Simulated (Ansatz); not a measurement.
Relaxing a structure of GaP

The start is a relaxed GaP cell, doubled along one cell vector, shaken by Gaussian noise of σ = 0.08 Å a coordinate. Cell shape, volume and atoms are optimised at zero target pressure with PBE (plane waves to 420 eV, PAW, scalar-relativistic; Ansatz, a first-principles code). The first steps use a coarse 7×4×7 k-mesh.

Input geometry:
```yaml
crystal:
  lattice:
    - [0.00000, 2.75287, 2.75287]
    - [5.50574, 0.00000, 5.50574]
    - [2.75287, 2.75287, 0.00000]
  atoms:
    - { symbol: P, position: [0.69299, 0.36256, 0.78485] }
    - { symbol: P, position: [0.72158, 0.88249, 0.76884] }
    - { symbol: Ga, position: [0.00608, 0.98339, 0.99997] }
    - { symbol: Ga, position: [0.00695, 0.48979, 0.04537] }
```

**Question.** By how much does the energy per atom fall from start to end?

**Answer.** 0.12 eV/atom.

**Question.** How do the shortest distances between atoms change?

**Answer.** The closest pairs of elements (up to four, under 3.6 Å), start → end: Ga–P 2.19 → 2.38 Å.

**Question.** What band gap does the relaxed structure have at this level?

**Answer.** 1.58 eV, direct at Γ (no spin-orbit coupling).

Relaxed structure:

```cif
data_Ga4P4
_chemical_formula_sum 'P4 Ga4'
_space_group_name_H-M_alt 'F-43m'
_space_group_IT_number 216
_space_group_name_Hall 'F -4 2 3'
_cell_length_a 5.50594
_cell_length_b 5.50594
_cell_length_c 5.50594
_cell_angle_alpha 90.000
_cell_angle_beta 90.000
_cell_angle_gamma 90.000
loop_
_atom_site_label
_atom_site_type_symbol
_atom_site_symmetry_multiplicity
_atom_site_Wyckoff_symbol
_atom_site_fract_x
_atom_site_fract_y
_atom_site_fract_z
_atom_site_occupancy
P1 P 4 a 0.00000 0.00000 0.00000 1
Ga1 Ga 4 d 0.75000 0.75000 0.75000 1
```
(The calculation used a cell of 2 atoms; values per cell refer to that cell.)

Final values are on a 10×10×10 k-mesh of the relaxed cell. No spin polarisation in the result.
